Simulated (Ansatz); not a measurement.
## Structures of LiCoCl3: which is lowest?

Plane-wave DFT in Ansatz with scalar-relativistic PAW potentials, cutoff 420 eV, Γ-centred meshes chosen by cell and gap, Gaussian smearing with energies taken to zero width. Every cell was relaxed (cell and atoms) in a run of its own, within the symmetry of its start. Functional: PBE.

Relaxed structures (starts from databases or built by putting these elements on another compound's sites):
A. Pm-3m, 5 atoms in the computed cell, a = 4.755 Å; sites (symmetry × multiplicity) Li m-3m × 1, Co m-3m × 1, Cl 4/mm.m × 3; start: built
B. P4mm, 5 atoms in the computed cell, a = 4.420 Å, c = 6.134 Å; sites (symmetry × multiplicity) Li 4mm × 1, Co 4mm × 1, Cl 2mm. × 2 + 4mm × 1; start: built

**Question.** Rank them by energy. Could pressure change the order?

**Answer.**
```csv
structure,group,E − E(lowest) (meV/atom),V (Å³/atom),gap on mesh (eV)
A,Pm-3m,0.0,21.51,0.00
B,P4mm,70,23.97,0.28
```

A is lowest, 70 meV/atom under B. The lowest is also the densest of these, so pressure wouldn't bring one of the others in at first order. Other structures may lie lower than all of these, and vibrations aren't counted.

The cell holds one magnetic atom, so it can only be ferromagnetic; an antiferromagnetic order may lie lower. Magnetic cells started from one order each; another order can shift an energy by tens of meV per atom.